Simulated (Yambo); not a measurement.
```
CdCl2
1.0
    1.92861     1.11348     6.10575
   -1.92861     1.11348     6.10575
    0.00000    -2.22696     6.10575
Cl Cd
2 1
Direct
  0.74538   0.74538   0.74538
  0.25462   0.25462   0.25462
  0.00000   0.00000   0.00000
```

CdCl2 (space group R-3m, No. 166): mean Im ε in 1 eV windows above the direct gap of 5.78 eV, for different electron-hole kernels (Yambo, broadening 0.15 eV, norm-conserving PBEsol (Quantum ESPRESSO, 102 Ry, no spin-orbit coupling) bands; 6×6×6 mesh, 8 valence and 5 conduction bands, static screening with 46 bands and a 4 Ry block, scissor 2.23 eV, Tamm-Dancoff; field along x).

| window (eV) | independent quasiparticles | BSE |
|---|---|---|
| 5.8 to 6.8 | 0.7 | 4.5 |
| 6.8 to 7.8 | 2.0 | 5.3 |
| 7.8 to 8.8 | 4.3 | 4.1 |
| 8.8 to 9.8 | 5.9 | 1.7 |
| 9.8 to 10.8 | 3.2 | 2.4 |
| 10.8 to 11.8 | 3.1 | 2.9 |

This run doesn't resolve bound excitons or single peaks, so only averages are given, and they too depend on the mesh; weight that the attraction moves below the gap isn't listed. All transitions below 11.95 eV are in the band window. The scissor comes from a G0W0 run whose convergence isn't established.

Spin-orbit splittings are left out.

Geometry of the Materials Project entry, not relaxed at this level.

The distance between layers or molecules is the database entry's, not relaxed here. Functionals without dispersion can leave it too large, which widens gaps and weakens the response across layers: the numbers belong to this cell.
